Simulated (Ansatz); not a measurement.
Al6SiSe3: from a guess to a relaxed structure

All numbers below come from Ansatz, DFT PBE, scalar-relativistic, plane waves, PAW. Cutoff 420 eV, Gaussian smearing, Γ-centred meshes. Cell and atoms relax first on a coarse mesh and then on a finer one. In between, the cell is made exact in the group found at 0.06 Å. In metals the finer mesh still leaves noise of several meV/atom or more. The steps can't lower the symmetry of their start. No spin polarisation.

A trial structure of Al6SiSe3 was built thus: random cell by space group and Wyckoff sites (Pm-3m, No. 221). Its size is a rough estimate.

```cif
data_structure
_symmetry_space_group_name_H-M 'P 1'
_symmetry_Int_Tables_number 1
_cell_length_a 6.1079
_cell_length_b 6.1079
_cell_length_c 6.1079
_cell_angle_alpha 90.000
_cell_angle_beta 90.000
_cell_angle_gamma 90.000
_cell_volume 227.86
loop_
_atom_site_label
_atom_site_type_symbol
_atom_site_fract_x
_atom_site_fract_y
_atom_site_fract_z
_atom_site_occupancy
Al1 Al 0.21453 0.50000 0.50000 1
Al2 Al 0.78547 0.50000 0.50000 1
Al3 Al 0.50000 0.21453 0.50000 1
Al4 Al 0.50000 0.78547 0.50000 1
Al5 Al 0.50000 0.50000 0.21453 1
Al6 Al 0.50000 0.50000 0.78547 1
Si1 Si 0.00000 0.00000 0.00000 1
Se1 Se 0.50000 0.00000 0.00000 1
Se2 Se 0.00000 0.50000 0.00000 1
Se3 Se 0.00000 0.00000 0.50000 1
```

The zero of energy is the elements' standard structures at the same level; no fitted shifts are applied.

**Question.** Where does the relaxation end?

**Answer.** The symmetry stays Pm-3m (No. 221). The volume per atom shrinks by 0.8 %, from 22.8 to 22.6 Å³. The shortest distance goes from 2.47 Å (Al–Al) to 2.35 Å (Al–Al). The energy falls by about 0.17 eV/atom (the start's value is from the coarse mesh). Conventional cell: a = 6.091 Å. Al has 1 Al at 2.35 Å, 4 Al at 2.64 Å and 4 Se at 3.26 Å; around Si lie 6 Se at 3.05 Å; around Se lie 2 Si at 3.05 Å and 8 Al at 3.26 Å.

```
Al Si Se
1.0
     6.09060    0.00000    0.00000
     0.00000    6.09060    0.00000
     0.00000    0.00000    6.09060
Al Si Se
6 1 3
Direct
  0.19323 0.50000 0.50000
  0.80677 0.50000 0.50000
  0.50000 0.19323 0.50000
  0.50000 0.80677 0.50000
  0.50000 0.50000 0.19323
  0.50000 0.50000 0.80677
  0.00000 0.00000 0.00000
  0.50000 0.00000 0.00000
  0.00000 0.50000 0.00000
  0.00000 0.00000 0.50000
```

**Question.** Give its energy and gap.

**Answer.** The formation energy is +0.30 eV/atom. The gap on the 6×6×6 mesh of the 10-atom cell is 0 eV (the bands overlap slightly).

The separate elements lie lower, so it is unstable against them.

The last run used Gaussian smearing of 0.10 eV. The zero gap may come from the functional, which often closes small gaps, or the cell may be a true semimetal. The reference form of Se is held partly by dispersion forces, which this level lacks. Symmetry constrained the relaxation, so the result can be a saddle point. In all, the 3 runs took 89 s on 1 thread of Arm Neoverse V2, with other jobs on the host.
